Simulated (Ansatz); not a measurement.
Values for one crystal, relaxed and computed with r²SCAN in the plane-wave PAW code Ansatz; other levels are named.

```yaml
volume_per_atom: 35.17 Å³
band_gap: 4.82 eV (indirect)
Pressure derivative B′: 5.1
smallest_direct_gap_on_the_standard_path: 4.98 eV
HSE06 gap on the r²SCAN cell: 5.26 eV
electron_effective_mass: 0.33 mₑ (isotropic)
hole_effective_mass: 0.52, 3.8, 3.8 mₑ (principal values)
```

Question: Pick the material that matches.
A. RbCeTe2, R-3m (Rb on 3b, Ce on 3a, Te on 6c)
B. RbBr, CsCl type
C. RbLaS2, R-3m (Rb on 3a, La on 3b, S on 6c)
D. BiBrO, P4/nmm (Bi on 2c, Br on 2c, O on 2a)

Answer: B, RbBr, CsCl type

Space group Pm-3m (CsCl type). The first step of the workflow began from a Materials Project structure, measured or hypothetical; the Crystallography Open Database copy checked does not list it. COD files the formula under space group No. 225. Whether it is the stable phase at ambient conditions was not checked. Symmetry was held in the r²SCAN relaxation; whether a distortion lowers the energy is not shown. Spin–orbit coupling is left out wherever it is not named.

Potentials: the later of the program's two PAW sets.
